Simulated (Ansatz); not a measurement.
The elements of this relaxed crystal are hidden behind letters.

```
lattice vectors (Å)
   5.0912   -2.8900    0.0000
   5.0912    2.8900    0.0000
   0.0000    0.0000    5.1541
fractional positions
X 0.3077 0.6923 0.9649
X 0.6923 0.3077 0.4649
Z 0.0100 0.3406 0.9897
Z 0.6594 0.9900 0.9897
Z 0.9900 0.6594 0.4897
Z 0.3406 0.0100 0.4897
Q 0.0546 0.3317 0.3554
Q 0.6683 0.9454 0.3554
Q 0.9454 0.6683 0.8554
Q 0.3317 0.0546 0.8554
Q 0.2910 0.7090 0.4330
Q 0.7090 0.2910 0.9330
```

All numbers below come from DFT PBE, scalar-relativistic, plane waves, PAW in Ansatz 0.2.0. Cutoff 420 eV, Γ-centred 6×6×6 mesh (12-atom cell), Gaussian smearing of 0.02 eV, no spin polarisation.

```
Space group                               : Cmc2_1 (No. 36)
Conventional cell                         : a = 10.182 Å, b = 5.780 Å, c = 5.154 Å
Volume per atom                           : 12.64 Å³
Density                                   : 4.05 g/cm³
Energy over the elements                  : −1.386 eV/atom
Gap on the 6×6×6 mesh of the 12-atom cell : 2.29 eV
```

Energies are uncorrected and count from the elements' standard states at the same level.

Problem. X is a d-block element of period 5, Z is a p-block element of period 3 and Q is a p-block element of period 2. Which elements are they?

Solution. X = Y, Z = Al, Q = N, so the formula is YAl2N3. Density times volume gives a mean mass of 4.05 × 12.64/1.6605 = 30.8 u per atom, and this set has 30.8 u. Around Y lie 4 N at 2.27–2.41 Å, 1 N at 2.74 Å, 8 Al at 3.14–3.34 Å, 2 Y at 3.40 Å, 1 N at 3.46 Å and 2 Al at 3.53 Å; Al has 4 N at 1.89–1.95 Å, 4 Y at 3.14–3.34 Å, 6 Al at 3.15–3.27 Å, 1 N at 3.28 Å and 1 Y at 3.53 Å; N on a site of symmetry 1 has 3 Al at 1.89–1.90 Å and 1 Y at 2.27 Å; 1 more site not described. Other sets within the hints have nearly the same mass, so mass alone doesn't settle it; this one was computed.

Kohn–Sham gaps at this level usually fall short of measured ones. Symmetry constrained the relaxation, so the result can be a saddle point.
